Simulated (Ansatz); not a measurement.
Ansatz (a quantum-chemistry and plane-wave program) input:

Ansatz 0.2 input:
```yaml
crystal:
  lattice:
    - [-1.5378299754, 1.5378299754, 1.5378299754]
    - [1.5378299754, -1.5378299754, 1.5378299754]
    - [1.5378299754, 1.5378299754, -1.5378299754]
  atoms:
    - { symbol: Ir, position: [0.0, 0.0, 0.0] }
kpoints:
  mp_grid: { grid: [14, 14, 14] }
  band_path:
    path:
      - [[0.0, 0.0, 0.0], [0.5, -0.5, 0.5], [0.0, 0.0, 0.5], [0.0, 0.0, 0.0], [0.25, 0.25, 0.25], [0.5, -0.5, 0.5]]  # Γ-H-N-Γ-P-H
      - [[0.25, 0.25, 0.25], [0.0, 0.0, 0.5]]  # P-N
    npoints: 12
basis: { ecutwfc: 600, xc_grid: 2 }
hamiltonian:
  xc: pbesol
  pseudopotentials: { azcp: { folder: ./paw }, kind: paw_fr }
magnetization: { noncollinear: true, spin_orbit: true }
scf:
  n_extra_bands: 13
  convergence: { dr2_threshold: 0.0000000001 }
  occupations: { method: gaussian, width: 0.05 }
output: { eigenvalues: true }
```

Output (shortened):

```
Pseudopotentials: kind: paw_fr
Pseudopotential: Ir, paw, valence charge 17
Functional definition: PBEsol
non-collinear run that drives no moment, with spin-orbit …
Crystal: 1 atoms, lattice volume = 14.547 Å³
Basis set: ecut = 600 eV, 459 PW (Γ), exchange–correlation on 48×48×48 points (8 copies of the dense FFT grid, shifted against one another)
Bands: 30, of which v1, the nominal top of the filled ones, is band 17 counted from 1 (16 counted from 0)
Symmetry: 48 space group operations + 48 with time reversal
k-points: 104 of 2744
Projection manifold: j_resolved (fully-relativistic pseudo-atomic orbitals)
PAW frozen core: Ir, regenerated for the run's functional, and the local potential with it
Initial density: superposition of atomic densities (chi_scale 0.1, normalization cell)
Initial wavefunctions: pseudopotential atomic-orbital guess
Eigensolver: davidson
Functional: x = pbesol(κ = 0.804, μ = 0.12345679012345678), c = pbesol(β = 0.046)
SCF iter   1: F=—  HF=-11831.182078 eV  |F-HF|=—  |Δ(HF+E_count)|=         —  Δρ=4.16e-2  dr2=2.12e-1  dr2_m=0.00e0 (ungated)  ethr=3.10e-3  |M|=0.00e0 ∫|m|=0.00e0 μB  |m|>n=0.0e0 m-floor=0.0e0 τ_xc=0.0e0  β_m=0.30  ⟨swp⟩=5.8  Hψ=7304  notcnv=0  defer=138
all-band conjugate gradients solve this SCF's bands
preconditioner: auto → none
SCF iter   2: F=—  HF=-11831.115629 eV  |F-HF|=—  |Δ(HF+E_count)|=   6.64e-2  Δρ=2.04e-2  dr2=3.54e-2  dr2_m=0.00e0 (ungated)  ethr=1.25e-3  |M|=0.00e0 ∫|m|=0.00e0 μB  |m|>n=0.0e0 m-floor=0.0e0 τ_xc=0.0e0  β_m=0.41  ⟨swp⟩=2.0  Hψ=2316  notcnv=0  defer=626
SCF iter   3: F=—  HF=-11831.102646 eV  |F-HF|=—  |Δ(HF+E_count)|=   1.30e-2  Δρ=6.89e-3  dr2=1.32e-3  dr2_m=0.00e0 (ungated)  ethr=2.08e-4  |M|=0.00e0 ∫|m|=0.00e0 μB  |m|>n=0.0e0 m-floor=0.0e0 τ_xc=0.0e0  β_m=0.66  ⟨swp⟩=2.1  Hψ=2054  notcnv=0  defer=626
SCF iter   4: F=—  HF=-11831.101874 eV  |F-HF|=—  |Δ(HF+E_count)|=   7.72e-4  Δρ=3.83e-4  dr2=1.63e-5  dr2_m=0.00e0 (ungated)  ethr=7.75e-6  |M|=0.00e0 ∫|m|=0.00e0 μB  |m|>n=0.0e0 m-floor=0.0e0 τ_xc=0.0e0  β_m=0.83  ⟨swp⟩=1.8  Hψ=1860  notcnv=0  defer=626
SCF iter   5: F=—  HF=-11831.101868 eV  |F-HF|=—  |Δ(HF+E_count)|=   6.04e-6  Δρ=2.77e-5  dr2=4.22e-8  dr2_m=0.00e0 (ungated)  ethr=9.57e-8  |M|=0.00e0 ∫|m|=0.00e0 μB  |m|>n=0.0e0 m-floor=0.0e0 τ_xc=0.0e0  β_m=0.89  ⟨swp⟩=2.4  Hψ=1946  notcnv=0  defer=626
SCF iter   6: F=—  HF=-11831.101868 eV  |F-HF|=—  |Δ(HF+E_count)|=   5.27e-7  Δρ=1.68e-6  dr2=9.00e-11  dr2_m=0.00e0 (ungated)  ethr=1.00e-12  |M|=0.00e0 ∫|m|=0.00e0 μB  |m|>n=0.0e0 m-floor=0.0e0 τ_xc=0.0e0  β_m=0.94  ⟨swp⟩=7.1  Hψ=7306  notcnv=0
SCF iter   7: F=-11831.101868 eV  HF=-11831.101868 eV  |F-HF|=3.64e-12  |Δ(HF+E_count)|=  2.00e-11  Δρ=2.85e-7  dr2=3.07e-12  dr2_m=0.00e0 (ungated)  ethr=1.00e-12  |M|=0.00e0 ∫|m|=0.00e0 μB  |m|>n=0.0e0 m-floor=0.0e0 τ_xc=0.0e0  ⟨swp⟩=1.0  Hψ=4051  notcnv=0
SCF 1 converged in 7 iterations: F = -11831.101868 eV  dr2 = 3.07e-12
NSCF: frozen V_eff on 74 k-points
SCF converged after 7 iterations
Magnetization: |M| = 0.0000 μB,  M = (+0.0000, +0.0000, +0.0000) μB
Absolute magnetization: 0.0000 μB (∫|m|)
  site 0: m = (+0.0000, +0.0000, +0.0000) μB, |m| = 0.0000 μB  (R = 1.10 Å)
Free energy (F): -11831.101868 eV
Harris-Foulkes:  -11831.101868 eV  (|F-HF|=3.64e-12)
Internal energy: -11831.098545 eV  (E = F + TS)
E sigma→0 (E₀):  -11831.100206 eV
Entropy (-TS):   -0.003324 eV (-3.324 meV/atom)
Fermi energy:    24.679160 eV
--- Per-component energies (eV) ---
  E_band       = -100.405802
  E_kinetic    = 526.734967
  E_local      = -1134.755451  (includes V_loc(G=0)·N_el)
  E_nonlocal   = 200.842319
  E_hartree    = 420.395930
  E_xc         = -223.932497
  E_vxc        = -250.031363  (∫ρ·V_xc dr)
  E_paw        = -9158.636163  (= ΣΔE_a)
  E_vpaw       = -283.988203  (= ΣTr[D̂ρ^β])
  E_aug_tail   = 0.000047  (compensation charges beyond the density's cutoff)
  E_ewald      = -2462.018120
  E_core_change = 0.270424  (= ΣΔE_core)
  E_smearing   = -0.003324  (= −TS)
  E_closure    = 0.000000  (closes the sum)
  Σ components = -11831.101868   (vs F -11831.101868, Δ=0.00e0)
  [band-id]    e_kinetic+e_local+e_nonlocal+2·e_hartree+e_vxc+e_vpaw+e_augmentation_tail = -100.405826   (vs E_band -100.405802, Δ=-2.38e-5)
--- Band table (eV; the first three rows and the last of 104) ---
  k-point 0: bands = ["-67.6892", "-67.6892", "-34.3319", "-34.3319", "-20.5454", "-20.5454", "-20.5454", "-20.5454", "13.9077", "13.9077", "20.6135", "20.6135", "20.6135", "20.6135", "21.4324", "21.4324", "24.1502", "24.1502", "24.1502", "24.1502", "40.6983", "40.6983", "40.7091", "40.7091", "40.7091", "40.7091", "51.0457", "51.0457", "52.2425", "52.2425"]
  k-point 1: bands = ["-67.6860", "-67.6860", "-34.3409", "-34.3409", "-20.5814", "-20.5814", "-20.5526", "-20.5526", "14.1410", "14.1410", "20.5664", "20.5664", "20.6875", "20.6875", "21.4898", "21.4898", "23.9992", "23.9992", "24.1621", "24.1621", "40.8470", "40.8470", "41.0464", "41.0464", "41.0779", "41.0779", "49.1521", "49.1521", "50.9159", "50.9159"]
  k-point 2: bands = ["-67.6771", "-67.6771", "-34.3662", "-34.3662", "-20.6813", "-20.6813", "-20.5728", "-20.5728", "14.8013", "14.8013", "20.3828", "20.3828", "20.7205", "20.7205", "21.8884", "21.8884", "23.6978", "23.6978", "24.2085", "24.2085", "41.0369", "41.0369", "41.6458", "41.6458", "42.1313", "42.1313", "47.1480", "47.1480", "48.8581", "48.8581"]
  k-point 103: bands = ["-67.5742", "-67.5742", "-34.6316", "-34.6316", "-21.2173", "-21.2173", "-21.2173", "-21.2173", "17.4713", "17.4713", "17.4713", "17.4713", "25.8219", "25.8219", "25.8219", "25.8219", "26.8069", "26.8069", "30.3296", "30.3296", "33.1579", "33.1579", "33.1579", "33.1579", "39.2193", "39.2193", "45.5753", "45.5753", "45.5753", "45.5753"]
  band table: 30 of 30 bands, residual norms ≤ 1.0e-3 eV
```

Cost: roughly 13 core-seconds on shared cores.

Space group Im-3m (bcc (W type)). The start of the workflow was typed in or built on a structure type; neither database checked (COD, Materials Project) lists it. It is not the phase usual at ambient conditions (space group No. 225). Symmetry was held in the PBEsol relaxation. At this level the phase is mechanically unstable. No spin polarisation was allowed.

Potentials: the earlier of the program's two PAW sets. The files were generated under PBE; for other functionals the program regenerates the frozen cores, and for LDA and PBEsol the local potential too.

Ansatz is a plane-wave DFT program.
